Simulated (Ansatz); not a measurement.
ZrB₂ (AlB2 type, space group P6/mmm)

```
ZrB2
1.0
    3.16770     0.00000     0.00000
   -1.58385     2.74331     0.00000
    0.00000     0.00000     3.55026
Zr B
1 2
Direct
  0.00000   0.00000   0.00000
  0.33333   0.66667   0.50000
  0.66667   0.33333   0.50000
```

The slice is a (-1 1 0 2) plane (indices of the conventional cell) through the point (0.667, 0.333, 0.500) (fractional), spanned by u = [110] and v = [1 -1 1] in vectors of this cell: u (3.17 Å) and v (6.54 Å, at 90° to u). It covers one period; positions are fractions (u, v).

Computed with r2SCAN (plane waves to 500 eV, PAW, scalar-relativistic; Ansatz, a program for electronic structure). k mesh 17×17×13. These are valence fields of a PAW run, semicore shells included where kept as valence: close to a nucleus they are smooth pseudo fields. ZrB2 is run without spin polarisation. ZrB2 was relaxed with its symmetry unable to fall.

Question: Sketch the electron localisation function (ELF) on this plane as a map.

Answer: 
```
|xxxx==##**++==++**##==xx|
|******++--::..::--++****|
|@@%%##==..      ..==##%%|
|@@%%**::          ::**%%|
|%%##==..    ..    ..==##|
|##**==..  ..::..  ..==**|
|##**--..  ..::..  ..--**|
|##**==..    ..    ..==**|
|++==--::..      ..::--==|
|....::::::......::::::..|
|..    ..::------::..    |
|++==::  ..--==--..  ::==|
|@@%%**::  ::--::  ::**%%|
|@@@@%%==  ..--..  ==%%@@|
|@@@@@@==  ..--..  ==@@@@|
|@@@@%%::  ::==::  ::%%@@|
|%%##==  ..==**==..  ==##|
|::..  ..==**##**==..  ..|
|    ..==**######**==..  |
|--==**####**++**####**==|
|**##%%@@%%++--++%%@@%%##|
|==**@@@@@@**==**@@@@@@**|
|xxxx##@@@@##**##@@@@##xx|
|xxxx++%%%%##**##%%%%++xx|
```
Scale: ten equal steps from 0.08 (start of ' ') to 0.84 (end of '@'), in the order ' .:-=+*#%@'. Values: electron localisation function (ELF). The map has 12 points along u (two characters each, u = 0 at the left) and 24 along v (v = 0 in the bottom row). Points within 0.4 Å of a nucleus are blanked (x), as the pseudised field means little there.
